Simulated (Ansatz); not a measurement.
**Phases of Ti at 30 GPa**

Structure types of Ti are relaxed in primitive cells with their symmetry kept at 30 GPa, first on PAW files, then by LAPW. The enthalpy is E + pV at zero temperature, without zero-point motion. Only the types listed were tried, and differences under about 5 meV/atom are mesh noise.

Level of theory: DFT with PBEsol, scalar-relativistic, in Ansatz 0.2.0; Fermi–Dirac smearing of 0.1 eV, no spin polarisation. LAPW: all electrons, basis error target 0.5 meV/atom; PAW: frozen-core files, cutoff 420 eV.

k meshes: fcc 17×17×17, bcc 18×18×18, hcp 16×16×9, diamond 13×13×13, sc 16×16×16, beta tin 17×17×17.

The PAW files were made under PBE.

Question: Order the types by LAPW enthalpy, lowest first.
A. fcc
B. diamond
C. hcp
D. bcc
E. sc
F. beta tin

Answer: C (0 meV/atom), A (37 meV/atom), D (54 meV/atom), F (365 meV/atom), E (868 meV/atom), B (2602 meV/atom).

| start type | ends as | a, b, c (Å) | V (Å³/atom) | H − H(lowest), LAPW (meV/atom) | same, PAW |
| --- | --- | --- | --- | --- | --- |
| fcc | fcc, Fm-3m | 3.807, 3.807, 3.807 | 13.80 | 36.6 | 36.6 |
| bcc | bcc, Im-3m | 3.009, 3.009, 3.009 | 13.63 | 54.0 | 54.0 |
| hcp | hcp, P6_3/mmc | 2.720, 2.720, 4.345 | 13.92 | 0.0 | 0.0 |
| diamond | diamond, Fd-3m | 4.817, 4.817, 4.817 | 13.97 | 2602.3 | 2603.7 |
| sc | sc, Pm-3m | 2.397, 2.397, 2.397 | 13.77 | 868.1 | 869.1 |
| beta tin | beta tin, I4_1/amd | 4.539, 4.539, 2.626 | 13.52 | 365.5 | 366.1 |

Question: Split the lead of hcp over fcc into energy and pV.

Answer: For fcc less hcp: ΔE = +58.8 meV/atom, and p·ΔV = 30 GPa × -0.1186 Å³ × 6.242 meV/(GPa·Å³) = -22.2 meV/atom, together 36.6 meV/atom. hcp wins by its internal energy, though it is the less dense.

Question: Would fcc gain on hcp at higher pressure?

Answer: Yes: dH/dp = V, and its volume is smaller by 0.12 Å³/atom. Held constant, that would close the gap after about 49 GPa more, a rough figure, since the volume difference changes with pressure.
